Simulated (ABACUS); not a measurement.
Worked example: relaxation of cell and atoms of TePb (Fm-3m, 2 atoms in the cell; from Materials Project mp-19717) in ABACUS.

All values come from this method and carry its errors: PBE, PseudoDojo 0.5 standard norm-conserving PBE (tails mended) pseudopotentials (plane waves; ABACUS 3.10.1).

```yaml
crystal:
  lattice:
    - [0.00000, 3.27089, 3.27089]
    - [3.27089, 0.00000, 3.27089]
    - [3.27089, 3.27089, 0.00000]
  atoms:
    - { symbol: Te, position: [0.00000, 0.00000, 0.00000] }
    - { symbol: Pb, position: [0.50000, 0.50000, 0.50000] }
```

Reference input (self-consistent single point, DFT, PBE, plane waves, PseudoDojo 0.5 standard norm-conserving PBE (tails mended) pseudopotentials): KPT = Gamma 5 5 5 0 0 0; basis_type = pw; ecutwfc = 82.3 Ry; smearing_method = gaussian; smearing_sigma = 0.00146997 Ry; potentials = PseudoDojo 0.5 standard norm-conserving PBE (tails mended); symmetry = 1; symmetry_prec = 1e-05; ks_solver = dav_subspace; scf_nmax = 100; scf_thr = 1.0e-09 Ry; mixing_type = broyden. This run's input differs from it in these lines:

```diff
@@ -2,3 +2,3 @@
 INPUT_PARAMETERS
-calculation          scf
+calculation          cell-relax
 basis_type           pw
@@ -14,2 +14,7 @@
 mixing_type          broyden
+relax_method         cg
+relax_nmax           40
+force_thr_ev         0.02
+out_stru             1
+stress_thr           0.5
 cal_force            1
```

Log, with long lists cut:

```
 STEP OF RELAXATION : 1
 -------------------------------------------
                                 init_chg = atomic

 PW ALGORITHM --------------- ION=   1  ELEC=   1--------------------------------

 Notice: Threshold on eigenvalues was too large.

 Density error is 0.0375268313409
                          Error Threshold = 0.000126343755864
 E_KohnSham     -349.3899336553      -4753.6939215536
 E_Fermi        0.6850922773         9.3211586267

 PW ALGORITHM --------------- ION=   1  ELEC=   2--------------------------------

 Density error is 0.00663325497491
                          Error Threshold = 0.000125089437803
   [... lines left out ...]

 Density error is 6.11062746031e-09
                          Error Threshold = 3.53645715914e-10
 E_KohnSham     -349.4012225835      -4753.8475153018
 E_Fermi        0.6417262470         8.7311335154

 PW ALGORITHM --------------- ION=   1  ELEC=   7--------------------------------

 Density error is 1.65412843137e-10
                          Error Threshold = 2.0368758201e-11
 E_KohnSham     -349.4012225860      -4753.8475153352
 E_KS(sigma->0) -349.4012225860      -4753.8475153352
 E_entropy(-TS) -0.0000000000        -0.0000000000
 E_Fermi        0.6417347025         8.7312485581
 charge density convergence is achieved
 final etot is -4753.8475153 eV
 EFERMI = 8.7312485581 eV

 STATE ENERGY(eV) AND OCCUPATIONS    NSPIN == 1
   [... 22 lines left out ...]

 TOTAL-FORCE (eV/Angstrom)
                       Te1         0.0000000000         0.0000000000         0.0000000000
                       Pb1         0.0000000000         0.0000000000         0.0000000000

 TOTAL-STRESS (KBAR)
         4.0498252694        -0.0000000000         0.0000000000
        -0.0000000000         4.0498252694         0.0000000000
        -0.0000000000         0.0000000000         4.0498252694
 TOTAL-PRESSURE: 4.049825 KBAR

 Largest gradient in force is 0.000000 eV/A.
 Threshold is 0.020000 eV/A.

 Largest gradient in stress is 4.049825 kbar.
 Threshold is 0.500000 kbar.

 Relaxation is not converged yet!
DIRECT COORDINATES
   [... lines left out ...]
                          Error Threshold = 0.000000074182
 E_Fermi        0.6810997626         9.2668376774
                          Error Threshold = 0.000000070183
 E_Fermi        0.6248339275         8.5013017180
                          Error Threshold = 0.000000016050
 E_Fermi        0.6245188500         8.4970148689
                          Error Threshold = 0.000000000240
 E_Fermi        0.6245073103         8.4968578621
                          Error Threshold = 0.000000000006
 E_Fermi        0.6245039293         8.4968118620
   [... lines left out ...]
        -0.0000000000         0.0000000000        -0.0145072505
 TOTAL-PRESSURE: -0.014507 KBAR

 Largest gradient in force is 0.000000 eV/A.
 Threshold is 0.020000 eV/A.

 Largest gradient in stress is 0.014507 kbar.
 Threshold is 0.500000 kbar.

 Relaxation is converged!

 --------------------------------------------
 !FINAL_ETOT_IS -4753.8484118263249911 eV
 --------------------------------------------
```

The run converged. 

Summary of the result:
- Free energy E − TS = -4753.8484 eV
- Pressure = 0.00 GPa
- Final cell = a = b = c = 4.6415 Å, α = β = γ = 60.00°
- Final volume per atom = 35.35 Å³
- Relaxation steps = 3

Spin-orbit coupling is left out, which matters for bands and gaps with elements this heavy. The structure comes from a collection of computed structures, made at another level of theory; the collection holds predicted forms beside known ones.

Cost on one core: about 40 core-seconds (a rough figure).

“Tails mended”: in these copies of the files the far tail of each local potential was reset to the Coulomb form.
